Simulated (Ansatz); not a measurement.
The relaxed structure here is a generated cell of Zr2Ge: the first start was made by placing the elements on the sites of a structure type, and the end was not matched to a known phase here, so it may be hypothetical.

The start is a generated cell, Zr2Ge built in the AFLOW prototype AB2_oC24_41_2a_2b (C_e, as in Sn2Pd). Cell shape, volume and atoms are optimised at zero target pressure with r2SCAN (plane waves to 500 eV, PAW, scalar-relativistic; Ansatz, a quantum-chemistry and plane-wave program). The first steps use a coarse 3×4×4 k-mesh.

The start:
```
Zr2Ge
1.0
    6.43700     0.00000     0.00000
    0.00000     3.21850     6.03903
    0.00000    -3.21850     6.03903
Ge Zr
4 8
Cartesian
  0.00000   0.00000  11.95729
  3.21850   0.00000   5.91825
  0.00000   0.00000   9.20349
  3.21850   0.00000   3.16445
  4.23555  -2.20145   4.52928
  2.20145   2.20145   4.52928
  1.01705  -1.01705   4.52928
  5.41995   1.01705   4.52928
  4.82775  -1.60925   7.54879
  1.60925   1.60925   7.54879
  1.60925  -1.60925   7.54879
  4.82775   1.60925   7.54879
```

### Question
Does the structure survive the relaxation? Give the final space group.

### Answer
The space group goes from Aea2 (No. 41) to Cmce (No. 64), with 12 atoms in the primitive cell.

### Question
How does the volume per atom move from start to end?

### Answer
+3.0 %, from 20.85 to 21.48 Å³/atom.

### Question
What band gap does the relaxed structure have at this level?

### Answer
Zero (metallic).

### Question
Write out the relaxed structure.

### Answer

```cif
data_Ge8Zr16
_chemical_formula_sum 'Ge8 Zr16'
_space_group_name_H-M_alt 'Cmce'
_space_group_IT_number 64
_space_group_name_Hall '-C 2ac 2'
_cell_length_a 12.41747
_cell_length_b 6.41476
_cell_length_c 6.47220
_cell_angle_alpha 90.000
_cell_angle_beta 90.000
_cell_angle_gamma 90.000
loop_
_space_group_symop_operation_xyz
  'x, y, z'
  '-x, -y, -z'
  '-x+1/2, -y, z+1/2'
  'x+1/2, y, -z+1/2'
  'x, -y, -z'
  '-x, y, z'
  '-x+1/2, y, -z+1/2'
  'x+1/2, -y, z+1/2'
  'x+1/2, y+1/2, z'
  '-x+1/2, -y+1/2, -z'
  '-x, -y+1/2, z+1/2'
  'x, y+1/2, -z+1/2'
  'x+1/2, -y+1/2, -z'
  '-x+1/2, y+1/2, z'
  '-x, y+1/2, -z+1/2'
  'x, -y+1/2, z+1/2'
loop_
_atom_site_label
_atom_site_type_symbol
_atom_site_symmetry_multiplicity
_atom_site_Wyckoff_symbol
_atom_site_fract_x
_atom_site_fract_y
_atom_site_fract_z
_atom_site_occupancy
Ge1 Ge 8 d 0.12598 0.00000 0.00000 1
Zr1 Zr 8 f 0.00000 0.33445 0.16661 1
Zr2 Zr 8 e 0.25000 0.23528 0.25000 1
```
(The calculation used a cell of 12 atoms; values per cell refer to that cell.)

Final values are on a 7×7×6 k-mesh of the relaxed cell. No spin polarisation in the result.

The run could not lose the symmetry of its start, so the end can be a saddle point.
